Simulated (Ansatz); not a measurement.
CaO:
```
CELL_PARAMETERS angstrom
      0.00000     2.58984     2.58984
      2.58984     0.00000     2.58984
      2.58984     2.58984     0.00000
ATOMIC_POSITIONS crystal
  Ca 0.00000 0.00000 0.00000
  O  0.25000 0.25000 0.25000
```

Relaxed with PBEsol. Independent-particle spectrum: no excitons, no local fields, no scissors shift; 0.1 eV broadening; ε₁ of the summed bands alone.

Problem. Tabulate the dielectric function from PBEsol in the plane-wave PAW code Ansatz.

Solution. 

| E (eV) | ε₁ xx | ε₂ xx |
|---|---|---|
| 0.0 | 3.41 | 0.00 |
| 0.5 | 3.42 | 0.00 |
| 1.0 | 3.46 | 0.00 |
| 1.5 | 3.52 | 0.00 |
| 2.0 | 3.62 | 0.00 |
| 2.5 | 3.76 | 0.00 |
| 3.0 | 3.98 | 0.00 |
| 3.5 | 4.34 | 0.00 |
| 4.0 | 5.18 | 0.33 |
| 4.5 | 5.38 | 0.96 |
| 5.0 | 6.42 | 1.83 |
| 5.5 | 6.34 | 4.51 |
| 6.0 | 3.86 | 7.04 |
| 6.5 | 1.97 | 3.23 |
| 7.0 | 0.01 | 3.57 |
| 7.5 | 1.60 | 2.05 |
| 8.0 | 0.78 | 2.59 |
| 8.5 | 1.15 | 3.05 |
| 9.0 | 0.04 | 2.16 |
| 9.5 | 2.96 | 2.39 |
| 10.0 | 0.29 | 5.24 |
| 10.5 | -1.20 | 3.11 |
| 11.0 | -1.00 | 1.18 |
| 11.5 | -0.30 | 0.60 |
| 12.0 | 0.11 | 0.47 |

Problem. From ε at 5.9 eV (xx: 4.82 + 6.31i), find n, k, the normal reflectivity and the absorption coefficient.

Solution. n = 2.53, k = 1.249, R = 28 %, α = 2kE/ħc = 750000 cm⁻¹.

With all bands, ε∞ without local fields is 3.55. DFPT, with local fields, gives 3.34.

Space group F-43m (zinc blende). The start of the workflow was typed in or built on a structure type; neither database checked (COD, Materials Project) lists it. It is not the phase usual at ambient conditions (space group No. 225). The PBEsol relaxation kept the symmetry of its start; phonons on a q-mesh show no instability.

Potentials: the later of the program's two PAW sets.
